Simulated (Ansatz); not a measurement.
**How the vibrations of TaRu change with volume**

All numbers below come from DFT LDA, scalar-relativistic, plane waves, PAW (Ansatz 0.2.0). Cutoff 420 eV, 14×14×12 k-points (Γ-centred), Fermi-Dirac smearing of 0.15 eV. No spin polarisation. Phonons by linear response, acoustic sum rule imposed.

Relaxed structure:
```cif
data_structure
_symmetry_space_group_name_H-M 'P 1'
_symmetry_Int_Tables_number 1
_cell_length_a 3.0060
_cell_length_b 3.0060
_cell_length_c 3.3616
_cell_angle_alpha 90.000
_cell_angle_beta 90.000
_cell_angle_gamma 90.000
_cell_volume 30.38
loop_
_atom_site_label
_atom_site_type_symbol
_atom_site_fract_x
_atom_site_fract_y
_atom_site_fract_z
_atom_site_occupancy
Ta1 Ta 0.50000 0.50000 0.50000 1
Ru1 Ru 0.00000 0.00000 0.00000 1
```

In a metal, frequencies depend on the k mesh and the smearing, soft modes most. Spin–orbit coupling is left out, which can shift energies with elements as heavy as these.

Cells at 0.98 and 1.02 times the equilibrium volume were relaxed in shape and atoms; γ = −d ln ν / d ln V, modes matched by rank.

**Question.** Give the optical frequencies at Γ (cm⁻¹) at the three volumes and the mode Grüneisen parameters.

**Answer.**
```
0.98 V    V  1.02 V     γ  degeneracy
   161  151     140  3.48           1
   164  155     146  2.99           2
```

**Question.** What pressures hold the two strained cells, and what bulk modulus follows?

**Answer.** 6.03 GPa at 0.98 V and -5.43 GPa at 1.02 V, so B = −dP/d ln V ≈ 287 GPa.